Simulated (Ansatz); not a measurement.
TePb2S:
```
TePb2S
1.0
    2.18131     1.25938     7.11350
   -2.18131     1.25938     7.11350
    0.00000    -2.51876     7.11350
Te Pb S
1 2 1
Direct
  0.50000   0.50000   0.50000
  0.74121   0.74121   0.74121
  0.25879   0.25879   0.25879
  0.00000   0.00000   0.00000
```

Plane-wave PAW PBEsol (Ansatz code) gives a gap of 0.40 eV without spin–orbit coupling, maximum at Γ, minimum at F.

Task: What happens when spin–orbit coupling is switched on?

Result: The gap drops by 0.33 eV, to 0.07 eV; maximum at Γ, minimum at F.

Task: Give the electron effective mass with spin–orbit coupling.

Result: 0.041, 0.046, 0.099 mₑ (principal values).

Task: Give the hole effective mass with spin–orbit coupling.

Result: 0.063, 0.063, 0.18 mₑ (principal values).

Space group R-3m. The workflow started from a Materials Project entry (that database holds measured and hypothetical structures alike); the Crystallography Open Database copy checked does not list it. Whether it is the stable phase at ambient conditions was not checked. Symmetry was held in the PBEsol relaxation; of distortions, only those at the zone centre were tested.

Potentials: the later of the program's two PAW sets.
